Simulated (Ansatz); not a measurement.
Ga$_{2}$O$_{3}$ (beta-Ga2O3 type, space group C2/m)

Space group C2/m (No. 12); a = 12.455 Å, b = 3.083 Å, c = 5.878 Å, α = 90.00°, β = 103.70°, γ = 90.00°

```json
[
 {"atom": "Ga", "site": "4i", "symmetry": "m", "x": "0.0899", "y": "0.0000", "z": "0.7947"},
 {"atom": "Ga", "site": "4i", "symmetry": "m", "x": "0.1585", "y": "0.5000", "z": "0.3142"},
 {"atom": "O", "site": "4i", "symmetry": "m", "x": "0.1635", "y": "0.0000", "z": "0.1092"},
 {"atom": "O", "site": "4i", "symmetry": "m", "x": "0.1737", "y": "0.0000", "z": "0.5644"},
 {"atom": "O", "site": "4i", "symmetry": "m", "x": "0.4960", "y": "0.0000", "z": "0.2567"}
]
```
(The calculation used a cell of 10 atoms; values per cell refer to that cell.)

Equation-of-state scan: isotropic scaling of the cell above, V₀ being its volume. The atoms relax within the cell's symmetry.

The numbers are results of PBE (plane waves to 420 eV, PAW, scalar-relativistic; Ansatz, a quantum-chemistry and plane-wave program), not measurements. k mesh 11×11×6 (Γ-centred), Fermi-Dirac smearing 0.05 eV. The energy includes the smearing's −TS. Stress and pressure are positive under compression. With the shape held, the modulus is that of even scaling; a crystal free to change shape is softer. Ga2O3 was relaxed with its symmetry unable to fall. The zero of ΔE is the relaxed starting cell.

```json
[
 {"V (Å³/cell)": "103.07", "ΔE (meV/atom)": "21.5", "P (GPa)": "11.0"},
 {"V (Å³/cell)": "104.72", "ΔE (meV/atom)": "11.8", "P (GPa)": "7.9"},
 {"V (Å³/cell)": "106.36", "ΔE (meV/atom)": "5.1", "P (GPa)": "5.1"},
 {"V (Å³/cell)": "108.01", "ΔE (meV/atom)": "1.2", "P (GPa)": "2.4"},
 {"V (Å³/cell)": "109.65", "ΔE (meV/atom)": "0.0", "P (GPa)": "0.0"},
 {"V (Å³/cell)": "111.30", "ΔE (meV/atom)": "1.2", "P (GPa)": "-2.3"},
 {"V (Å³/cell)": "112.94", "ΔE (meV/atom)": "4.6", "P (GPa)": "-4.4"},
 {"V (Å³/cell)": "114.59", "ΔE (meV/atom)": "10.1", "P (GPa)": "-6.3"},
 {"V (Å³/cell)": "116.23", "ΔE (meV/atom)": "17.6", "P (GPa)": "-8.1"}
]
```

Summary:

```yaml
pressure_at_the_smallest_volume: 11.0 GPa
energy_cost_of_the_largest_compression: 21.5 meV/atom
energy_cost_of_the_largest_expansion: 17.6 meV/atom
Bulk modulus at fixed cell shape B₀ (third-order Birch-Murnaghan fit): 157 GPa
Pressure derivative B₀′ (fit): 4.0
equilibrium_volume_of_the_fit: 10.97 Å³/atom
Pressure for 5 % compression (fit): 8.9 GPa
```

(A scan under strain: stresses follow from slopes of the energy per volume, elastic moduli from its curvatures.)
